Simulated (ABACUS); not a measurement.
A self-consistent single point of Mo2N (I4_1/amd, 6 atoms in the cell; from Materials Project mp-27953) with ABACUS.

Computed with PBEsol, PseudoDojo 0.4 standard norm-conserving PBEsol (tails mended) pseudopotentials (plane waves; ABACUS).

```xyz
6
Lattice="-2.1278 2.1278 3.9751 2.1278 -2.1278 3.9751 2.1278 2.1278 -3.9751" Properties=species:S:1:pos:R:3 pbc="T T T"
Mo     0.0000     2.1278     3.8714
Mo     0.0000     0.0000     1.8839
Mo     0.0000     0.0000     6.0663
Mo     0.0000     2.1278     0.1037
N      2.1278     0.0000     1.9875
N      0.0000     0.0000     3.9751
```

Reference input (self-consistent single point, DFT, PBEsol, plane waves, PseudoDojo 0.4 standard norm-conserving PBEsol (tails mended) pseudopotentials): KPT = Gamma 5 5 5 0 0 0; basis_type = pw; ecutwfc = 84 Ry; smearing_method = gaussian; smearing_sigma = 0.0199916 Ry; potentials = PseudoDojo 0.4 standard norm-conserving PBEsol (tails mended); symmetry = 1; symmetry_prec = 1e-05; ks_solver = dav; scf_nmax = 100; scf_thr = 1.0e-09 Ry; mixing_type = broyden. This run's input differs from it in these lines:

```diff
@@ -10,3 +10,3 @@
 smearing_method      gaussian
-smearing_sigma       0.0199916
+smearing_sigma       0.0220496
 ks_solver            dav
```

The program printed (abridged):

```
 SELF-CONSISTENT
 -------------------------------------------
                                 init_chg = atomic

 PW ALGORITHM --------------- ION=   1  ELEC=   1--------------------------------

 Density error is 1.89640544689
                          Error Threshold = 0.01
 E_KohnSham     -602.8898737382      -8202.7375493405
 E_Fermi        1.6214120359         22.0604424946

 PW ALGORITHM --------------- ION=   1  ELEC=   2--------------------------------

 Density error is 3.38665083101
                          Error Threshold = 0.00287334158619
 E_KohnSham     -603.0526525866      -8204.9522691928
   [... lines left out ...]

 Density error is 4.289515711e-08
                          Error Threshold = 2.14302552127e-10
 E_KohnSham     -603.7397090567      -8214.3001520330
 E_Fermi        1.5503536442         21.0936434760

 PW ALGORITHM --------------- ION=   1  ELEC=   9--------------------------------

 Density error is 5.65317178959e-10
                          Error Threshold = 6.49926622879e-11
 E_KohnSham     -603.7397090616      -8214.3001521003
 E_KS(sigma->0) -603.7333890646      -8214.2141641289
 E_entropy(-TS) -0.0126399941        -0.1719759428
 E_Fermi        1.5503562578         21.0936790356
 charge density convergence is achieved
 final etot is -8214.3001521 eV
 EFERMI = 21.093679036 eV

 STATE ENERGY(eV) AND OCCUPATIONS    NSPIN == 1
   [... 40 lines left out ...]

 TOTAL-FORCE (eV/Angstrom)
                       Mo1         0.0000000000         0.0000000000         0.2462545993
                       Mo2         0.0000000000         0.0000000000         0.2462545993
                       Mo3         0.0000000000         0.0000000000        -0.2462545993
                       Mo4         0.0000000000         0.0000000000        -0.2462545993
                        N1         0.0000000000         0.0000000000         0.0000000000
                        N2         0.0000000000         0.0000000000         0.0000000000

 TOTAL-STRESS (KBAR)
       -64.7714165176         0.0000000000         0.0000000000
         0.0000000000       -64.7714165176        -0.0000000000
        -0.0000000000        -0.0000000000       -61.6236766659
 TOTAL-PRESSURE: -63.722170 KBAR

 --------------------------------------------
 !FINAL_ETOT_IS -8214.3001521003207017 eV
 --------------------------------------------
```

The run converged in 9 iterations. Against the reference run the free energy falls by 2.6 meV/atom, the pressure hardly changes (-6.42 to -6.37 GPa) and the largest force moves little (0.248 to 0.246 eV/Å).

This run is one point of a test of settings, so its values need not be converged; read them against the reference run alone. The structure comes from a collection of computed structures, made at another level of theory; the collection holds predicted forms beside known ones. No clean gap shows at this smearing width and mesh (spacing up to 0.42 Å⁻¹); the mesh is coarse for partly filled bands, so the values carry mesh errors.

Cost on one core: very roughly 2.9 core-minutes.

“Tails mended”: in these copies of the files the far tail of each local potential was reset to the Coulomb form.
